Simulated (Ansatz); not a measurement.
**NbCd3: input and output**

Input file of Ansatz 0.2.0:

```yaml
crystal:
  lattice:
    - [4.211179, 0.0, 0.0]
    - [0.0, 4.211179, 0.0]
    - [0.0, 0.0, 4.211179]
  atoms:
    - { symbol: Cd, position: [0.0, 0.5, 0.5] }
    - { symbol: Cd, position: [0.5, 0.0, 0.5] }
    - { symbol: Cd, position: [0.5, 0.5, 0.0] }
    - { symbol: Nb, position: [0.0, 0.0, 0.0] }
  symmetry: { tolerance: 0.0003 }
kpoints:
  mp_grid: { grid: [8, 8, 8], shift: [0, 0, 0] }
  band_path:
    path:
      - [0.0, 0.0, 0.0]
      - [0.0, 0.5, 0.0]
      - [0.5, 0.5, 0.0]
      - [0.0, 0.0, 0.0]
      - [0.5, 0.5, 0.5]
      - [0.0, 0.5, 0.0]
      - [0.5, 0.5, 0.5]
      - [0.5, 0.5, 0.0]
    npoints: 8
magnetization:
  spin_polarized: false
scf:
  occupations: { method: fermi_dirac, width: 0.0239 }
  lower_state_search: "off"
  max_iter: 200
hamiltonian:
  pseudopotentials: { kind: paw }
  xc: pbe
basis:
  ecutwfc: 420
  fft_grid_basis: typed
output:
  forces: true
  stress: true
  eigenvalues: true
  bader: true
  populations: true
  elf: true
  write_potential: true
  volumetric_format: npy
  dos:
    e_range: [-12, 8]
    de: 0.05
    projected: { site_lists: { Cd: [Cd], Nb: [Nb] } }
checkpoint:
  read: saved_state
```

The run starts from an earlier solution of this cell. 

Excerpt of what it printed:

```
Pseudopotentials: kind: paw
Pseudopotential: Cd, paw, valence charge 20, recommended cutoff 420 eV (normal), Cd.paw.azcp
Pseudopotential: Nb, paw, valence charge 13, recommended cutoff 420 eV (normal), Nb.paw.azcp
Functional definition: PBE
  exchange = pbe_x(kappa = kappa, mu = beta*pi^2/3)
  correlation = pbe_c(beta = beta)
Crystal: 4 atoms, lattice volume = 74.681 Å³
Basis set: ecut = 420 eV, 1419 PW (Γ), exchange–correlation on 60×60×60 points (8 copies of the dense FFT grid, shifted against one another)
Bands: 44, of which v1, the nominal top of the filled ones, is band 37 counted from 1 (36 counted from 0)
Symmetry: 48 space group operations
Space group: Pm-3m (ITA 221), of the structure as read, at distance tolerance 1.3e-3 Å
k-points: 35 of 512
Initial density: read from a saved state, or passed on in memory by an earlier SCF of this step, an earlier step, the calling program or the single point that the run made first
Functional: x = pbe(κ = 0.804, μ = 0.2195), c = pbe(β = 0.0667)
SCF iter   1: F=—  Δρ=1.14e-3  dr2=2.23e-3
SCF iter   2: F=—  Δρ=7.43e-4  dr2=9.27e-4
SCF iter   3: F=—  Δρ=2.53e-4  dr2=1.35e-4
SCF iter   4: F=—  Δρ=7.36e-5  dr2=3.25e-6
SCF iter   5: F=—  Δρ=1.52e-5  dr2=1.50e-7
SCF iter   6: F=-29314.9866 eV  Δρ=6.06e-6  dr2=3.22e-8
Free energy (F): -29314.9866 eV
Harris-Foulkes:  -29314.9866 eV  (|F-HF|=1.87e-8)
Internal energy: -29314.9813 eV  (E = F + TS)
E sigma→0 (E₀):  -29314.9839 eV
Entropy (-TS):   -0.0052 eV (-1.304 meV/atom)
Fermi energy:    17.0026 eV
--- Per-component energies (eV) ---
  E_band       = -1097.5056
  E_kinetic    = 1910.5179
  E_local      = -9035.9048  (includes V_loc(G=0)·N_el)
  E_nonlocal   = 214.8328
  E_hartree    = 4205.9173
  E_xc         = -709.5746
  E_vxc        = -883.2873  (∫ρ·V_xc dr)
  E_paw        = -15315.9837  (= ΣΔE_a)
  E_vpaw       = -1715.5116  (= ΣTr[D̂ρ^β])
  E_aug_tail   = 0.0000  (compensation charges beyond the density's cutoff)
  E_ewald      = -10584.7864
  E_smearing   = -0.0052  (= −TS)
--- Stress (GPa, compression-positive) ---
        7.5515       0.0000       0.0000
        0.0000       7.5515       0.0000
        0.0000       0.0000       7.5515
  P = ⅓ Tr σ = 7.5515 GPa (75.515 kbar)
--- Löwdin populations: 4 sites ---
  site symbol       q [e]
     0     Cd     19.1581
     1     Cd     19.1581
     2     Cd     19.1581
     3     Nb     14.1950
  spilling = 0.0182 (of n_electrons = 73.0000)
--- Bader charges: 4 sites ---
  site symbol  charge [e]  shift [e]
     0     Cd     -0.2399     0.0000
     1     Cd     -0.2399     0.0000
     2     Cd     -0.2399     0.0000
     3     Nb      0.7196     0.0000
```

Total energies depend on the potentials used, so only differences within one code and one set of settings carry meaning.

Origin: a database entry at a rescaled volume.
